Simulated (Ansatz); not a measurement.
CoPdO2:
```
CoPdO2
1.0
    1.43100     0.82619     5.94639
   -1.43100     0.82619     5.94639
    0.00000    -1.65237     5.94639
Co Pd O
1 1 2
Cartesian
  0.00000   0.00000   8.91958
  0.00000   0.00000   0.00000
  0.00000   0.00000  15.82659
  0.00000   0.00000   2.01257
```

Relaxed with PBE. Special points in fractions of this cell's reciprocal vectors: Γ (0.000, 0.000, 0.000); T (0.500, 0.500, 0.500); H2 (0.820, 0.180, 0.500); H0 (0.500, -0.180, 0.180); L (0.500, 0.000, 0.000); S0 (0.340, -0.340, 0.000); S2 (0.660, 0.000, 0.340); F (0.500, 0.000, 0.500).

Question: List the band energies nearest the Fermi level at these points for PBE with spin–orbit coupling (plane waves, PAW; program Ansatz).

Answer: In eV from the Fermi level; about four levels below and three above (degenerate sets whole), none deeper than 8.9 eV; points with the same levels are listed once.

```tsv
k	below	above
Γ	-1.43 -1.43 -1.00 -1.00	1.99 1.99 2.00 2.00
T	-0.78 -0.78 -0.56 -0.56	1.70 1.70 1.74 1.74
H2	-1.18 -1.18 -0.75 -0.75	0.37 0.37 1.25 1.25
L	-0.81 -0.81 -0.48 -0.48	0.68 0.68 1.22 1.22
S0	-1.18 -1.18 -0.73 -0.73	0.35 0.35 1.26 1.26
F	-0.88 -0.88 -0.48 -0.48	0.08 0.08 1.87 1.87
```

Space group R-3m. The cell was relaxed with PBE under the symmetry of its start. The workflow began spin-polarised and lost its moments. No Hubbard U is applied. The compound may be a true metal, but semilocal functionals without U, or a wrong spin order, can also close a gap.

Potentials: the earlier of the program's two PAW sets.
